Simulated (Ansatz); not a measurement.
SrCd (Pm-3m), trigonal deformation path

The calculation used Ansatz, DFT PBEsol, scalar-relativistic, plane waves, PAW. Cutoff 420 eV, Γ-centred 14×14×14 k-points, Gaussian smearing of 0.15 eV. No spin polarisation. Energies are free energies at this smearing, counted from the undisturbed cell; pressure is positive in compression.

The undisturbed cell (as given, not relaxed at this level; it stands at -0.5 GPa, and it needn't be the usual structure):

```yaml
crystal:
  lattice:
    - [4.00300, 0.00000, 0.00000]
    - [0.00000, 4.00300, 0.00000]
    - [0.00000, 0.00000, 4.00300]
  atoms:
    - { symbol: Sr, position: [0.50000, 0.50000, 0.50000] }
    - { symbol: Cd, position: [0.00000, 0.00000, 0.00000] }
```

At fixed volume and fractional coordinates, lengths along (0.577, 0.577, 0.577) are scaled against those across it; ρ is that ratio over its starting value. The cell is metallic on the mesh throughout. At ρ = 2.000 the cell becomes cubic (Fm-3m), and there the slope of the energy vanishes by symmetry.

```
    ρ  ΔE (meV/atom)
0.500         3436.2
0.600         1408.3
0.710          509.7
0.850           92.6
0.930           16.4
1.000            0.0
1.080           15.5
1.200           75.4
1.410          194.2
1.700          268.9
2.000          280.9
```